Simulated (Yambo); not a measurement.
BSE-type run in Yambo on Sr2NO6H3 (space group P-62m, No. 189), at finite momentum (a q point of the mesh, 1.07 1/Å).

Quantum ESPRESSO step (LDA, PseudoDojo standard norm-conserving files, scalar-relativistic):
```
&CONTROL
  calculation = 'nscf'
  pseudo_dir = './pseudo'
  outdir = './out'
/
&SYSTEM
  ibrav = 0
  nat = 12
  ntyp = 4
  ecutwfc = 84.0
  ecutrho = 336.0
  occupations = 'fixed'
  force_symmorphic = .true.
  nbnd = 87
/
&ELECTRONS
  conv_thr = 1.2000000000000002e-08
  diago_full_acc = .true.
  diago_thr_init = 1e-08
/
ATOMIC_SPECIES
H 1.0080 H.upf
N 14.0070 N.upf
O 15.9990 O.upf
Sr 87.6200 Sr.upf
CELL_PARAMETERS angstrom
  6.704329959000   0.000000000000   0.000000000000
 -3.352164979000   5.806120060000   0.000000000000
  0.000000000000   0.000000000000   3.591520000000
ATOMIC_POSITIONS crystal
H   0.679010000000   0.679010000000   0.000000000000
H   0.000000000000   0.320990000000   0.000000000000
H   0.320990000000   0.000000000000   0.000000000000
N   0.000000000000   0.000000000000   0.500000000000
O   0.189220000000   0.189220000000   0.500000000000
O  -0.000000000000   0.810780000000   0.500000000000
O   0.810780000000   0.000000000000   0.500000000000
O   0.533410000000   0.533410000000   0.000000000000
O   0.000000000000   0.466590000000   0.000000000000
O   0.466590000000   0.000000000000   0.000000000000
Sr   0.666666667000   0.333333333000   0.500000000000
Sr   0.333333333000   0.666666667000   0.500000000000
K_POINTS automatic
3 3 6 0 0 0
```

Yambo input:
```
rim_cut
optics
bse
bss
dipoles
em1s
RandQpts= 1000000
RandGvec= 1 Ry
FFTGvecs= 40 Ry
Chimod= "HARTREE"
BSKmod= "SEX"
BSEmod= "resonant"
BSSmod= "hs"
BSENGexx= 15 Ry
BSENGBlk= 3 Ry
% KfnQP_E
 3.733 | 1.0 | 1.0 |
%
% BSEQptR
 12 | 12 |
%
% BSEBands
 19 | 37 |
%
% BEnRange
 0.0 | 12.1 | eV
%
% BDmRange
 0.15 | 0.15 | eV
%
BEnSteps= 242
% BLongDir
 1.0 | 0.0 | 0.0 |
%
BSHayTrs= -0.02
BSSNEig= 24
WRbsWF
% BndsRnXs
 1 | 83 |
%
NGsBlkXs= 3 Ry
% LongDrXs
 1.0 | 1.0 | 1.0 |
%
```

From the report:

The dimension is k points × valence × conduction bands = 54 × 14 × 5 = 3780.
```
   [SLEPC] Approach                          : Krylov-Schur
   [SLEPC] Number of requested eigenvalues   :  24
   [SLEPC] Number of eigenvalues        [NEV]:  24
    [K] Dimension                                    :   3780
    [K] Bands                                        :   19   37
    [K] Exchange res                                 : yes
    [K] Correlation res                              : yes
    [K] W interaction is bare                        : no
    [K] RL vectors exchange                          :   939
    [K] RL vectors correlation                       :   99
    [W] Matrix size                                  :   99
    [W] Bands                                        :    1   83
    [W] Coulomb Cutoff                               : none
    [W] Hxc Kernel                                   : HARTREE
```
Lowest eigenvalues (eV; in brackets the number of states within 2 meV): 3.32 (1), 5.04 (1), 5.05 (1), 5.53 (1), 5.61 (2), 5.67 (1). They depend on the mesh, which isn't converged, and on the G0W0 scissor.

Geometry of the Materials Project entry, not relaxed at this level.
